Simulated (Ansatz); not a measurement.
MgI₂:
```xyz
3
Lattice="4.1650 0.0000 0.0000 -2.0825 3.6070 0.0000 0.0000 0.0000 6.9706" Properties=species:S:1:pos:R:3 pbc="T T T"
Mg     0.0000     0.0000     0.0000
I      0.0000     2.4047     1.6664
I      2.0825     1.2023     5.3042
```

Relaxed with r²SCAN+D4. Independent-particle spectrum: no excitons, no local fields, no scissors shift; 0.1 eV broadening; ε₁ of the summed bands alone.

Tabulate the dielectric function from r²SCAN+D4 (plane waves, PAW; program Ansatz).



```csv
E (eV),ε₁ xx,ε₂ xx,ε₁ zz,ε₂ zz
0.0,4.27,0.00,4.09,0.00
0.5,4.28,0.00,4.11,0.00
1.0,4.33,0.00,4.15,0.00
1.5,4.42,0.00,4.22,0.00
2.0,4.54,0.00,4.34,0.00
2.5,4.73,0.00,4.50,0.00
3.0,4.99,0.00,4.72,0.00
3.5,5.36,0.00,5.04,0.00
4.0,5.94,0.00,5.53,0.00
4.5,7.05,0.02,6.50,0.03
5.0,8.55,1.06,7.72,1.94
5.5,11.54,5.41,7.32,3.00
6.0,7.19,8.54,7.81,2.53
6.5,4.38,7.95,9.02,7.21
7.0,3.77,8.27,6.44,10.57
7.5,1.69,9.58,2.14,10.34
8.0,-0.67,8.36,0.69,8.50
8.5,-2.00,7.32,-1.86,9.22
9.0,-3.32,4.60,-4.49,4.82
9.5,-2.44,3.00,-3.29,2.72
10.0,-1.64,2.58,-1.83,2.26
10.5,-1.53,2.32,-1.52,2.41
11.0,-1.46,1.89,-1.62,1.58
11.5,-1.31,1.55,-1.28,1.31
12.0,-1.10,1.28,-0.85,1.32
```

From ε at 6.5 eV (xx: 4.38 + 7.95i), find n, k, the normal reflectivity and the absorption coefficient.

n = 2.59, k = 1.532, R = 32 %, α = 2kE/ħc = 1000000 cm⁻¹.

With all bands, ε∞ without local fields is 4.34 (xx = yy), 4.16 (zz). DFPT, with local fields, gives 4.05 (xx = yy), 3.57 (zz).

Space group P-3m1 (CdI2 type). The r²SCAN+D4 relaxation kept the symmetry of its start; phonons on a q-mesh show no instability. Spin–orbit coupling is left out wherever it is not named.

Potentials: the later of the program's two PAW sets.
